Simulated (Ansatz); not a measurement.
## Spin-resolved density of states of FeSb (P63/mmc)

The geometry is a structure as deposited in COD (the entry's cell lengths or inner coordinates differ somewhat from later room-temperature determinations), held fixed and not relaxed.

Settings: LDA, 8×8×6 k mesh, Fermi–Dirac smearing of 0.1 eV. LAPW is all-electron LAPW in Ansatz 0.2.0. Site moments are integrated in spheres about the atoms.

The run was typed so:

```yaml
crystal:
  lattice:
    - [4.06, 0.0, 0.0]
    - [-2.03, 3.5160631394, 0.0]
    - [0.0, 0.0, 5.13]
  atoms:
    - { symbol: Fe, position: [0.0, 0.0, 0.0], spin: 1.5 }
    - { symbol: Fe, position: [0.0, 0.0, 0.5], spin: 1.5 }
    - { symbol: Sb, position: [0.3333333333, 0.6666666667, 0.25] }
    - { symbol: Sb, position: [0.6666666667, 0.3333333333, 0.75] }
magnetization:
  spin_polarized: true
kpoints:
  mp_grid: { grid: [8, 8, 6] }
scf:
  occupations: { method: fermi_dirac, width: 0.1 }
  lower_state_search: "off"
hamiltonian:
  xc: lda
  pseudopotentials: { kind: all_electron, lapw: { basis_error: 0.001 } }
output:
  forces: true
  stress: true
  eigenvalues: false
  populations: true
  dos: { projected: true, de: 0.1, e_range: [-8, 5] }
```

Command: `ansatz run input.yaml --threads 2 --pin off --max-ram 6144MiB --backend cpu --events-out ev --progress --plain --runs-dir out`

Density of states, smoothed by a Gaussian of 0.15 eV:

| E − E_F (eV) | majority (states/eV/cell) | minority (states/eV/cell) |
| --- | --- | --- |
| -7.00 | 0.00 | 0.00 |
| -6.60 | 0.00 | 0.00 |
| -6.20 | 0.00 | 0.00 |
| -5.80 | 0.34 | 0.11 |
| -5.40 | 0.97 | 0.87 |
| -5.00 | 1.11 | 1.00 |
| -4.60 | 0.83 | 0.92 |
| -4.20 | 1.05 | 0.71 |
| -3.80 | 1.46 | 0.94 |
| -3.40 | 2.06 | 1.03 |
| -3.00 | 1.99 | 1.64 |
| -2.60 | 3.24 | 1.95 |
| -2.20 | 3.07 | 1.48 |
| -1.80 | 3.10 | 2.71 |
| -1.40 | 4.55 | 2.42 |
| -1.00 | 3.76 | 1.09 |
| -0.60 | 2.05 | 2.89 |
| -0.20 | 1.33 | 4.24 |
| 0.20 | 1.22 | 2.52 |
| 0.60 | 1.40 | 3.01 |
| 1.00 | 0.80 | 2.20 |
| 1.40 | 0.60 | 1.57 |
| 1.80 | 1.08 | 1.17 |
| 2.20 | 0.98 | 0.90 |
| 2.60 | 0.77 | 1.26 |
| 3.00 | 0.98 | 0.95 |
| 3.40 | 0.81 | 1.00 |
| 3.80 | 0.32 | 0.93 |
| 4.20 | 0.21 | 0.38 |

Problem. What spin moment does the cell carry?

Solution. 2.82 μB. Site moments (μB): Fe1 1.52, Fe2 1.52, Sb3 -0.07, Sb4 -0.07.

Problem. How large is the spin polarisation of the states at the Fermi level?

Solution. (N↑ − N↓)/(N↑ + N↓) = -46 %, from 1.24 and 3.34 states/eV; these are averaged over the run's smearing, not the smoothing of the table, and they move with the mesh.

Löwdin populations of d and f shells (filled inner shells left out):

```csv
shell,up,down
Fe1 3d,4.28,2.75
Fe2 3d,4.28,2.75
```

Further occupied bands lie below the window, the nearest with its top at -8.1 eV.

The Ansatz runs typed with the search for lower states off end where their start leads. Spin–orbit coupling is left out although heavy atoms are present. The magnetic state is the one that this cell and start allow. It needn't be the compound's measured order, which may need a larger cell or be absent.
